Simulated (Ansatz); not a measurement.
GaN (zinc blende, space group No. 216), a = b = c = 4.5484 Å, α = β = γ = 90.00°; the cell used has 2 atoms.

Relaxed with PBE.

Q: Which orbitals make up the states near the band edges in PBE in the plane-wave PAW code Ansatz?

A: Top 1 eV of the valence band: N 2p 87 %, Ga 4p 8 %. Bottom 1 eV of the conduction band: N 2s 37 %, Ga 4s 36 %, N 2p 19 %, Ga 4p 7 %. Projections are on Löwdin-orthogonalised atomic valence shells; empty p or d shells of many metals are not among them.

Q: Tabulate the density of states.

A: States/eV per cell of 2 atoms, in 0.25 eV bins, energy from the valence-band maximum.

| E (eV) | total | N 2p | Ga 4p | Ga 4s |
|---|---|---|---|---|
| -7.85 | 0.00 | 0.00 | 0.00 | 0.00 |
| -7.60 | 0.00 | 0.00 | 0.00 | 0.00 |
| -7.35 | 0.00 | 0.00 | 0.00 | 0.00 |
| -7.10 | 0.00 | 0.00 | 0.00 | 0.00 |
| -6.85 | 0.04 | 0.02 | 0.01 | 0.01 |
| -6.60 | 0.25 | 0.13 | 0.05 | 0.07 |
| -6.35 | 0.42 | 0.22 | 0.08 | 0.11 |
| -6.10 | 0.64 | 0.33 | 0.11 | 0.17 |
| -5.85 | 1.78 | 0.97 | 0.16 | 0.59 |
| -5.60 | 1.56 | 0.84 | 0.13 | 0.50 |
| -5.35 | 0.63 | 0.33 | 0.07 | 0.16 |
| -5.10 | 0.46 | 0.24 | 0.05 | 0.11 |
| -4.85 | 0.36 | 0.19 | 0.04 | 0.08 |
| -4.60 | 0.30 | 0.16 | 0.03 | 0.06 |
| -4.35 | 0.26 | 0.14 | 0.02 | 0.05 |
| -4.10 | 0.36 | 0.21 | 0.06 | 0.04 |
| -3.85 | 0.84 | 0.53 | 0.21 | 0.05 |
| -3.60 | 0.91 | 0.59 | 0.22 | 0.06 |
| -3.35 | 0.86 | 0.56 | 0.19 | 0.06 |
| -3.10 | 0.93 | 0.62 | 0.20 | 0.06 |
| -2.85 | 1.05 | 0.72 | 0.22 | 0.05 |
| -2.60 | 1.32 | 0.95 | 0.27 | 0.05 |
| -2.35 | 1.40 | 1.04 | 0.27 | 0.04 |
| -2.10 | 1.38 | 1.04 | 0.25 | 0.04 |
| -1.85 | 1.39 | 1.08 | 0.23 | 0.03 |
| -1.60 | 1.40 | 1.11 | 0.21 | 0.03 |
| -1.35 | 1.42 | 1.16 | 0.19 | 0.02 |
| -1.10 | 1.47 | 1.23 | 0.17 | 0.01 |
| -0.85 | 1.11 | 0.95 | 0.11 | 0.01 |
| -0.60 | 0.74 | 0.65 | 0.05 | 0.01 |
| -0.35 | 0.50 | 0.45 | 0.03 | 0.00 |
| -0.10 | 0.20 | 0.18 | 0.01 | 0.00 |
| 0.15 | 0.00 | 0.00 | 0.00 | 0.00 |
| 0.40 | 0.00 | 0.00 | 0.00 | 0.00 |
| 0.65 | 0.00 | 0.00 | 0.00 | 0.00 |
| 0.90 | 0.00 | 0.00 | 0.00 | 0.00 |
| 1.15 | 0.00 | 0.00 | 0.00 | 0.00 |
| 1.40 | 0.00 | 0.00 | 0.00 | 0.00 |
| 1.65 | 0.00 | 0.00 | 0.00 | 0.00 |
| 1.90 | 0.01 | 0.00 | 0.00 | 0.00 |
| 2.15 | 0.01 | 0.00 | 0.00 | 0.01 |
| 2.40 | 0.02 | 0.00 | 0.00 | 0.01 |
| 2.65 | 0.03 | 0.01 | 0.00 | 0.01 |
| 2.90 | 0.05 | 0.01 | 0.01 | 0.01 |
| 3.15 | 0.06 | 0.02 | 0.01 | 0.02 |
| 3.40 | 0.10 | 0.02 | 0.02 | 0.02 |
| 3.65 | 0.19 | 0.03 | 0.07 | 0.03 |
| 3.90 | 0.27 | 0.05 | 0.11 | 0.03 |
| 4.15 | 0.38 | 0.07 | 0.15 | 0.05 |
| 4.40 | 0.57 | 0.10 | 0.22 | 0.08 |
| 4.65 | 0.80 | 0.14 | 0.30 | 0.13 |
| 4.90 | 0.83 | 0.15 | 0.31 | 0.13 |
| 5.15 | 0.85 | 0.16 | 0.33 | 0.14 |
| 5.40 | 0.85 | 0.16 | 0.33 | 0.14 |
| 5.65 | 0.82 | 0.16 | 0.32 | 0.14 |
| 5.90 | 0.77 | 0.16 | 0.31 | 0.13 |
| 6.15 | 0.80 | 0.19 | 0.34 | 0.11 |
| 6.40 | 0.53 | 0.12 | 0.23 | 0.08 |

Space group F-43m (zinc blende). The cell was relaxed with PBE under the symmetry of its start. Spin–orbit coupling is left out wherever it is not named.

Potentials: the later of the program's two PAW sets.
